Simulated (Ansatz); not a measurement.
LaSi3B3:
```cif
data_B6La2Si6
_chemical_formula_sum 'La2 B6 Si6'
_space_group_name_H-M_alt 'P 1'
_space_group_IT_number 1
_cell_length_a 5.81368
_cell_length_b 5.81368
_cell_length_c 5.81368
_cell_angle_alpha 90.000
_cell_angle_beta 90.000
_cell_angle_gamma 90.000
loop_
_space_group_symop_operation_xyz
  'x, y, z'
loop_
_atom_site_label
_atom_site_type_symbol
_atom_site_fract_x
_atom_site_fract_y
_atom_site_fract_z
_atom_site_occupancy
La1 La 0.50000 0.50000 0.50000 1
La2 La 0.00000 0.00000 0.00000 1
B1 B 0.25000 0.00000 0.50000 1
B2 B 0.50000 0.25000 0.00000 1
B3 B 0.50000 0.75000 0.00000 1
B4 B 0.75000 0.00000 0.50000 1
B5 B 0.00000 0.50000 0.75000 1
B6 B 0.00000 0.50000 0.25000 1
Si1 Si 0.25000 0.50000 0.00000 1
Si2 Si 0.00000 0.25000 0.50000 1
Si3 Si 0.00000 0.75000 0.50000 1
Si4 Si 0.75000 0.50000 0.00000 1
Si5 Si 0.50000 0.00000 0.75000 1
Si6 Si 0.50000 0.00000 0.25000 1
```

This is the PBE-relaxed structure.

### Question
All from DFT-PBE in the program Ansatz with PAW potentials, unless another level is named. Predict the electronic character.

### Answer
metallic (no gap).

### Question
Predict the density of states at the Fermi level.

### Answer
0.32 states/eV per atom (mean over ±0.08 eV).

### Question
And the formation energy from the elements (no fitted shifts)?

### Answer
-0.11 eV/atom.

### Question
Give the gap with spin–orbit coupling.

### Answer
none (metallic).

Space group Pm-3n. The start of the workflow was typed in or built on a structure type; neither database checked (COD, Materials Project) lists it. Whether it is the stable phase at ambient conditions was not checked. Symmetry was held in the PBE relaxation; whether a distortion lowers the energy is not shown. The references are the lowest solids computed at this level, not always the standard phases. Scalar-relativistic: spin–orbit coupling is off unless named, which matters more the heavier the elements.

Potentials: the earlier of the program's two PAW sets.
